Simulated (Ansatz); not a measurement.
Relaxed-ion elastic tensor of CdSe (zinc blende, F-43m) in GPa (Voigt order), r²SCAN (plane waves, PAW; program Ansatz); density 5.51 g/cm³, 28.84 Å³ per atom.

```
63.0  45.9  45.9   0.0   0.0   0.0
45.9  63.0  45.9   0.0   0.0   0.0
45.9  45.9  63.0   0.0   0.0   0.0
 0.0   0.0   0.0  22.5   0.0   0.0
 0.0   0.0   0.0   0.0  22.5   0.0
 0.0   0.0   0.0   0.0   0.0  22.5
```

Problem. Is the crystal mechanically stable?

Solution. Yes: the smallest eigenvalue of C is 17.1 GPa.

Problem. Work out the Voigt, Reuss and Hill averages.

Solution. K_V = 51.6, K_R = 51.6, K_H = 51.6; G_V = 16.9, G_R = 13.6, G_H = 15.3 GPa.

Problem. Give Young's modulus, Poisson's ratio, Pugh's ratio and the universal anisotropy index.

Solution. E = 9KG/(3K + G) = 41.7 GPa; ν = 0.37; K/G = 3.38 (ductile by the Pugh limit of 1.75); A_U = 5G_V/G_R + K_V/K_R − 6 = 1.21.

Problem. Estimate the sound speeds and the Debye temperature.

Solution. v_l = √((K + 4G/3)/ρ) = 3610 m/s, v_t = √(G/ρ) = 1660 m/s, mean 1870 m/s; Θ = (h/k)(3n/4πV)^(1/3) v_m = 182 K.

Problem. Give the Zener ratio and Young's modulus along [100], [110] and [111].

Solution. A = 2C44/(C11 − C12) = 2.63; 1/E = S11 − 2(S11 − S12 − S44/2)Γ with Γ = 0, 1/4, 1/3 gives 24.3, 43.4, 58.9 GPa.

Problem. Solve the Christoffel equation for the three sound speeds along [100], [110], [111].

Solution. Eigenvalues of C_ijkl n_j n_l equal ρv² (piezoelectric stiffening left out). In km/s, slowest first: [100] 2.02, 2.02, 3.38; [110] 1.25, 2.02, 3.74; [111] 1.55, 1.55, 3.85.

The r²SCAN relaxation kept the symmetry of its start; phonons on a q-mesh show no instability.

Potentials: the later of the program's two PAW sets.
